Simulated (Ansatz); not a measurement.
# Moving the starting magnetic order in Fe4Si

```
Fe Si
1.0
     0.00000    2.02761    9.46634
     1.52190    0.00000    9.46634
     1.52190    2.02761    0.00000
Fe Si
4 1
Direct
  0.59407 0.59407 0.40593
  0.19797 0.19797 0.80203
  0.80203 0.80203 0.19797
  0.40593 0.40593 0.59407
  0.00000 0.00000 0.00000
```

The cell comes from a database or a generator and needn't be the stable form of this composition.

Kept alike: task single point; functional PBEsol; k mesh 11 × 11 × 11; occupations fermi-dirac, width 0.05 eV. Program: Ansatz, Ansatz PAW, cutoff 420 eV. The mesh is that of the run's cell of 5 atoms. No spin-orbit coupling.

| starting magnetic order | largest site moment (μB) | moment of the cell (μB) | free energy over the lowest row (meV/atom) |
| --- | --- | --- | --- |
| ferromagnetic start, larger moments | 2.57 | 8.81 | 0.00 |
| fm | 2.57 | 8.81 | 0.00 |
| spin off | 0.00 | 0.00 | 365.07 |

For a metal such a mesh leaves the last digits unconverged. Moments of the cell are magnitudes, and a label names the start alone. The runs hold the magnetic state that their start led to, which needn't be the lowest. The row without spin has no moments by construction. Site moments count inside each atom's sphere or projector. All rows use potentials made for PBE.

What does the starting magnetic order change here?

The largest site moment runs from 0.00 (spin off) to 2.57 μB (ferromagnetic start, larger moments; fm). The moment of the cell runs from 0.00 (spin off) to 8.81 μB (ferromagnetic start, larger moments; fm). The free energy is lowest at ferromagnetic start, larger moments; fm, and 365.07 meV an atom higher at spin off. Starts that end at one energy have found one state: ferromagnetic start, larger moments; fm.
